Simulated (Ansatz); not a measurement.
# HfH2: one input, then a changed one

Structure from Materials Project entry mp-27731 (possibly hypothetical), not relaxed further. The listed cell was then made from it by scaling, straining or moving an atom.

First run: DFT, LDA, PAW with Ansatz's default frozen-core files, scalar-relativistic (Ansatz 0.2.0).

Command: `ansatz run input.yaml --threads 1 --pin off --max-ram 4096MiB --backend cpu --events-out ev --progress --plain --runs-dir out` The run took 6.2 s on 1 thread of Intel(R) Xeon(R) 6975P-C (Granite Rapids) (shared host), peak memory 0.51 GiB.

```yaml
crystal:
  lattice:
    - [-1.7478424935, 1.7478424935, 2.1660367287]
    - [1.7478424935, -1.7478424935, 2.1660367287]
    - [1.7478424935, 1.7478424935, -2.1660367287]
  atoms:
    - { symbol: Hf, position: [0.0, 0.0, 0.0] }
    - { symbol: H, position: [0.25, 0.75, 0.5] }
    - { symbol: H, position: [0.75, 0.25, 0.5] }
kpoints:
  mp_grid: { grid: [15, 15, 15] }
scf:
  occupations: { method: fermi_dirac, width: 0.03 }
hamiltonian:
  xc: lda
  pseudopotentials: { kind: paw }
output:
  forces: true
  stress: true
  eigenvalues: true
  efg: { contact_densities: true }
  write_density: true
  write_potential: true
  elf: true
  volumetric_format: npy
```

Result: converged; pressure -8.97 GPa; no gap on the k mesh; 7 SCF iterations.

Spin–orbit coupling is left out, though it moves levels of the heavy atoms by tenths of an eV or more.

The input is then changed:

```diff
@@ -12,6 +12,7 @@
 scf:
   occupations: { method: fermi_dirac, width: 0.03 }
+  n_extra_bands: 8
 hamiltonian:
-  xc: lda
+  xc: r2scan
   pseudopotentials: { kind: paw }
 output:
@@ -20,7 +21,5 @@
   eigenvalues: true
   efg: { contact_densities: true }
-  write_density: true
-  write_potential: true
-  elf: true
-  volumetric_format: npy
+basis:
+  ecutwfc: "40.4 Ry"
```

Question: What does the second run give?

Answer: It converged; pressure -3.50 GPa; no gap on the k mesh; 7 SCF iterations.

The results part of its log:

```
SCF 1 converged in 7 iterations: F = -15766.547817 eV  dr2 = 2.59e-8
  greatest PAW one-centre occupation: 0.998 electrons in one spin orbital (limit 2), on the Hf atom at site 0 (counted from 0), in its partial waves of l = 3
SCF converged after 7 iterations
Free energy (F): -15766.547817 eV
Harris-Foulkes:  -15766.547817 eV  (|F-HF|=5.32e-9)
Internal energy: -15766.546293 eV  (E = F + TS)
E sigma→0 (E₀):  -15766.547055 eV
Entropy (-TS):   -0.001524 eV (-0.508 meV/atom)
Fermi energy:    18.339573 eV
--- Per-component energies (eV) ---
  E_band       = -23.602830
  E_kinetic    = 452.737220
  E_local      = -5363.617522  (includes V_loc(G=0)·N_el)
  E_nonlocal   = -1246.220524
  E_hartree    = 2507.480369
  E_xc         = -302.253664
  E_vxc        = -319.878677  (∫ρ·V_xc dr)
  E_paw        = -6952.033246  (= ΣΔE_a)
  E_vpaw       = 1422.740218  (= ΣTr[D̂ρ^β])
  E_aug_tail   = -0.000358  (compensation charges beyond the density's cutoff)
  E_vtau       = 15.675841  (kinetic-family band-sum trace: ∫τ·v_τ [+ j·A + Jᵃ·Aᵃ] dr)
  E_ewald      = -4862.960091
  E_core_change = 0.321522  (= ΣΔE_core)
  E_smearing   = -0.001524  (= −TS)
  E_closure    = 0.000000  (closes the sum)
  Σ components = -15766.547817   (vs F -15766.547817, Δ=0.00e0)
--- Forces (eV/Å), atoms counted from 1 ---
  atom   1  Hf     0.00000000    -0.00000000    -0.00000000
  atom   2  H      0.00000000     0.00000000     0.00000000
  atom   3  H     -0.00000000     0.00000000    -0.00000000
  max |Σ_I F_I| component: 1.08e-19 eV/Å
--- Stress (GPa, compression-positive) ---
       -3.667113      -0.000000       0.000000
       -0.000000      -3.667113      -0.000000
        0.000000      -0.000000      -3.172032
  P = ⅓ Tr σ = -3.5021 GPa (-35.021 kbar)
--- PAW observables at the nuclei: V_zz in 10²¹ V/m², potentials from the cell's mean, atoms counted from 1 ---
  atom   1  Hf V_zz =    -3.291581   η = 0.0000   by run symmetry: allowed
            electrostatic potential = -14182.088972 V   contact ρ = 7524973.293638 e/Å³
  atom   2  H  V_zz =    +0.004003   η = 0.0000   by run symmetry: allowed
            electrostatic potential = -51.609133 V   contact ρ = 2.981077 e/Å³
  atom   3  H  V_zz =    +0.004003   η = 0.0000   by run symmetry: allowed
            electrostatic potential = -51.609133 V   contact ρ = 2.981077 e/Å³
--- Band table (eV; the first three rows and the last of 288) ---
  k-point 0: bands = ["-46.1354", "-13.9551", "-13.9551", "-13.9034", "5.3346", "5.4437", "5.4437", "5.4545", "5.4814", "5.4814", "5.5067", "6.3703", "16.6898", "17.8188", "17.8188", "18.8824", "20.1334", "21.6591", "29.9702", "30.4945", "30.4945", "34.0208"]
  k-point 1: bands = ["-46.1336", "-13.9817", "-13.9592", "-13.9127", "5.3388", "5.4423", "5.4449", "5.4550", "5.4795", "5.4800", "5.5047", "6.5277", "15.7112", "17.9533", "18.9504", "18.9641", "19.9725", "21.5309", "29.1075", "30.6488", "31.9467", "34.0288"]
  k-point 2: bands = ["-46.1285", "-14.0556", "-13.9705", "-13.9390", "5.3509", "5.4402", "5.4481", "5.4564", "5.4744", "5.4762", "5.4992", "6.9863", "14.4996", "18.3530", "19.1582", "19.3254", "20.6682", "21.4622", "28.5696", "30.9944", "33.7631", "33.8994"]
  k-point 287: bands = ["-46.0779", "-14.4384", "-14.2313", "-14.2211", "5.4278", "5.4396", "5.4438", "5.4451", "5.4643", "5.4832", "5.4845", "10.1156", "13.4260", "14.4323", "22.3649", "22.9953", "23.2187", "23.4963", "24.5744", "27.1962", "30.5084", "33.7834"]
```
